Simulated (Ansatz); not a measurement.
The cell below belongs to a search over invented structures; it isn't taken from experiment.

Input and command of a plane-wave DFT calculation in Ansatz:

```yaml
crystal:
  lattice:
    - [-2.8359020719, 2.8359020719, 5.5874032151]
    - [2.8359020719, -2.8359020719, 5.5874032151]
    - [2.8359020719, 2.8359020719, -5.5874032151]
  atoms:
    - { symbol: Be, position: [0.0, 0.0, 0.0] }
    - { symbol: Cd, position: [0.75, 0.25, 0.5] }
    - { symbol: Cd, position: [0.5, 0.5, 0.0] }
    - { symbol: Cd, position: [0.25, 0.75, 0.5] }
    - { symbol: S, position: [0.672171905, 0.1062850415, 0.0] }
    - { symbol: S, position: [0.8937149585, 0.8937149585, 0.5658868635] }
    - { symbol: S, position: [0.327828095, 0.327828095, 0.4341131365] }
    - { symbol: S, position: [0.1062850415, 0.672171905, 0.0] }
basis:
  ecutwfc: 420
kpoints:
  mp_grid: { grid: [8, 8, 8] }
hamiltonian:
  xc: pbe
scf:
  occupations: { method: gaussian, width: 0.02 }
output:
  forces: true
  stress: true
  eigenvalues: true
relax:
  adjacent_minimum: "off"
  f_tol: 0.01
  max_steps: 80
  cell: { stress_tol: 0.05 }
```

```bash
ansatz run input.yaml --threads 1 --pin off --max-ram 2560MiB --backend cpu --events-out ev --progress --plain --runs-dir out
```

Processor: Intel(R) Xeon(R) Platinum 8259CL CPU @ 2.50GHz (Skylake/Cascade Lake), 1 thread, on a host shared with other jobs.

Question: Estimate time, memory and problem size.

Answer: About 2.7 min, peak memory 0.74 GiB. It solves 52 bands at 59 k points (after reduction by symmetry) with about 3531 plane waves (on the last cell), in 20 SCF iterations over 4 ionic steps.
